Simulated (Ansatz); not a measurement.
## Fe2B: pressure against volume

Fe2B, P4/mmm, a = 3.446 Å, c = 2.457 Å. The structure is a COD entry; whether it is the stable form wasn't checked. Ansatz: PBEsol, PAW, 420 eV, Γ-centred 10×10×10 mesh on 6 atoms, Gaussian smearing 0.10 eV; collinear spin, largest moment 1.9 μB. Shape and atoms are relaxed at each volume; pressure is positive in compression.

| V (Å³/atom) | P (GPa) |
| --- | --- |
| 9.144 | 15.81 |
| 9.436 | ? |
| 9.728 | 0.00 |
| 10.020 | -6.28 |
| 10.312 | -11.45 |

Question: Take V0 = 9.728 Å³/atom, fit the third-order Birch–Murnaghan form to the other rows, and predict the missing pressure.

Answer: With the Eulerian strain f = ½[(V0/V)^(2/3) − 1] and y = P/[3f(1 + 2f)^(5/2)], the form is the line y = B0 + 1.5 B0 (B0′ − 4) f. Rows (f, y): 0.02107, 225.6; -0.00976, 225.3; -0.01906, 220.7. Means f = -0.002583, y = 223.87; Σ(Δf)² = 0.0008825, ΣΔfΔy = 0.08289; the slope is their ratio. y = 224.1 + 93.93 f GPa, so B0 = 224.1 GPa and B0′ = 4 + 2 × (93.93)/(3 × 224.1) = 4.28. At V = 9.436, f = 0.01026, y = 225.06 and P = 7.29 GPa. The run gave 7.29 GPa, the same to the digits shown.

Only parallel moments were tried here.